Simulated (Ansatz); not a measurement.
The start is a relaxed SiW cell, doubled along one cell vector, shaken by Gaussian noise of σ = 0.08 Å a coordinate. The cell and all atomic positions are relaxed at zero pressure with r2SCAN (plane waves to 500 eV, PAW, scalar-relativistic; Ansatz, a program for electronic structure). The first steps use a coarse 4×8×4 k-mesh.

Input geometry:
```yaml
crystal:
  lattice:
    - [6.25563, 0.00000, 0.00000]
    - [-1.56391, 2.70877, 0.00000]
    - [0.00000, 0.00000, 6.98141]
  atoms:
    - { symbol: W, position: [0.00144, 0.00772, 0.02126] }
    - { symbol: W, position: [0.49193, 0.00019, 0.99037] }
    - { symbol: W, position: [0.99834, 0.02720, 0.51622] }
    - { symbol: W, position: [0.51271, 0.99079, 0.51707] }
    - { symbol: Si, position: [0.18197, 0.68423, 0.25744] }
    - { symbol: Si, position: [0.66514, 0.70276, 0.24578] }
    - { symbol: Si, position: [0.34140, 0.34864, 0.75206] }
    - { symbol: Si, position: [0.83883, 0.34592, 0.75247] }
```

### Question
Which atoms feel the largest initial force, and how large is it?

### Answer
About 2.4 eV/Å, on W3 (atoms numbered as listed).

### Question
By how much does the energy per atom fall from start to end?

### Answer
0.08 eV/atom.

### Question
Is the parent structure recovered?

### Answer
It relaxes back to the parent, P6₃/mmc (No. 194).

### Question
Is the relaxed structure metallic? Give its gap.

### Answer
Zero (metallic).

Relaxed structure:

Space group P6₃/mmc (No. 194); a = 3.1278 Å, b = 3.1278 Å, c = 6.9814 Å, α = 90.00°, β = 90.00°, γ = 120.00°

```tsv
atom	site	symmetry	x	y	z
W	2a	-3m.	0.0000	0.0000	0.0000
Si	2c	-6m2	0.3333	0.6667	0.2500
```

Final values are on a 17×17×7 k-mesh of the relaxed cell. No spin polarisation in the result.

The relaxed structure here is a generated cell of SiW: the first start was made by placing the elements on the sites of a structure type, and the end was not matched to a known phase here, so it may be hypothetical.
